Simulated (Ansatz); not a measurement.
All numbers below come from DFT PBE, scalar-relativistic, plane waves, PAW (Ansatz). All cells share a 420 eV cutoff and Γ-centred k meshes spaced at most about 0.3 Å⁻¹ (about 0.25 or finer for metals, 2π included). No spin polarisation in the final relaxations.

These are static total energies at zero pressure. All come from trial cells, and lower structures may exist.

Question: Which of these relaxed structures of SnGe₅ is the lowest in energy?
A.

Space group F-43m (No. 216). a = 9.298 Å, b = 9.298 Å, c = 9.298 Å, α = 90.00°, β = 90.00°, γ = 90.00°
```
atom  site  symmetry       x       y       z
  Sn    4a      -43m  0.0000  0.0000  0.0000
  Ge    4b      -43m  0.5000  0.0000  0.0000
  Ge   16e       .3m  0.8480  0.3480  0.1520
```

B.

Space group P4/mmm (No. 123). a = 7.727 Å, b = 7.727 Å, c = 2.738 Å, α = 90.00°, β = 90.00°, γ = 90.00°
```tsv
atom	site	symmetry	x	y	z
Sn	1b	4/mmm	0.0000	0.0000	0.5000
Ge	4k	m.2m	0.2628	0.2628	0.5000
Ge	1d	4/mmm	0.5000	0.5000	0.5000
```

C.

Space group P6/mmm (No. 191). a = 5.515 Å, b = 5.515 Å, c = 5.044 Å, α = 90.00°, β = 90.00°, γ = 120.00°
```json
{"atom": "Sn", "site": "1a", "symmetry": "6/mmm", "x": "0.0000", "y": "0.0000", "z": "0.0000"}
{"atom": "Ge", "site": "2c", "symmetry": "-6m2", "x": "0.3333", "y": "0.6667", "z": "0.0000"}
{"atom": "Ge", "site": "3g", "symmetry": "mmm", "x": "0.5000", "y": "0.0000", "z": "0.5000"}
```

D.

Space group P-62m (No. 189). a = 7.899 Å, b = 7.899 Å, c = 2.846 Å, α = 90.00°, β = 90.00°, γ = 120.00°
| atom | site | symmetry | x | y | z |
| --- | --- | --- | --- | --- | --- |
| Sn | 1a | -62m | 0.0000 | 0.0000 | 0.0000 |
| Ge | 3f | m2m | 0.6469 | 0.0000 | 0.0000 |
| Ge | 2c | -6.. | 0.3333 | 0.6667 | 0.0000 |

Answer: D. It has space group P-62m (No. 189); the next, C, with the CaCu5 type, space group P6/mmm (No. 191), lies 57 meV/atom higher. Counting Ge atoms around Sn (those within 1.25 times the shortest such distance or 1.15 times the sum of covalent radii; a plus sign parts nearer from farther groups; the shortest distance is added where it is long for a bond), the lowest has Sn 3 and the next has Sn 6+12 from 3.2 Å. Even the lowest lies +0.29 eV/atom against the elements.

Cells relaxed within their symmetry can be saddle points. Some candidate types were left out of the draw beforehand, so a known form may be missing.
